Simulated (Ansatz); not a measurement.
A geometry of HgTe away from equilibrium: step 2 of the relaxation of a generated trial cell of HgTe in the AFLOW prototype AB_cI16_199_a_a (B_a). The numbers are results of r2SCAN (plane waves to 500 eV, PAW, scalar-relativistic; Ansatz, a first-principles code), not measurements. Γ-centred k-mesh 6×6×6 on the run's cell, Fermi–Dirac smearing 0.05 eV. The plane waves were selected for a different cell earlier on the path.

```yaml
crystal:
  lattice:
    - [-3.98309, 3.98309, 3.98309]
    - [3.98309, -3.98309, 3.98309]
    - [3.98309, 3.98309, -3.98309]
  atoms:
    - { symbol: Te, position: [0.88950, 0.88950, 0.88950] }
    - { symbol: Te, position: [0.50000, 0.00000, 0.61050] }
    - { symbol: Te, position: [0.00000, 0.61050, 0.50000] }
    - { symbol: Te, position: [0.61050, 0.50000, 0.00000] }
    - { symbol: Hg, position: [0.41634, 0.41634, 0.41634] }
    - { symbol: Hg, position: [0.50000, 0.00000, 0.08366] }
    - { symbol: Hg, position: [0.00000, 0.08366, 0.50000] }
    - { symbol: Hg, position: [0.08366, 0.50000, 0.00000] }
```

### Question
Give the Cartesian forces on all atoms (eV/Å).

### Answer
| atom | Fx | Fy | Fz |
|---|---|---|---|
| Te1 | -0.16 | -0.16 | -0.16 |
| Te2 | 0.16 | 0.16 | -0.16 |
| Te3 | 0.16 | -0.16 | 0.16 |
| Te4 | -0.16 | 0.16 | 0.16 |
| Hg5 | -0.20 | -0.20 | -0.20 |
| Hg6 | 0.20 | 0.20 | -0.20 |
| Hg7 | 0.20 | -0.20 | 0.20 |
| Hg8 | -0.20 | 0.20 | 0.20 |

The path ends in I2₁3 (No. 199) at a tolerance of 0.01 Å, I4₁32 (No. 214) at 0.1 Å. The relaxed cell holds bonded Te–Te pairs (2.94 Å). No spin polarisation in the result.

The run could not lose the symmetry of its start, so the end can be a saddle point.

The end of the path is a generated cell of HgTe: the first start was made by placing the elements on the sites of a structure type, and the end was not matched to a known phase here, so it may be hypothetical. Known forms of HgTe include space group No. 216.
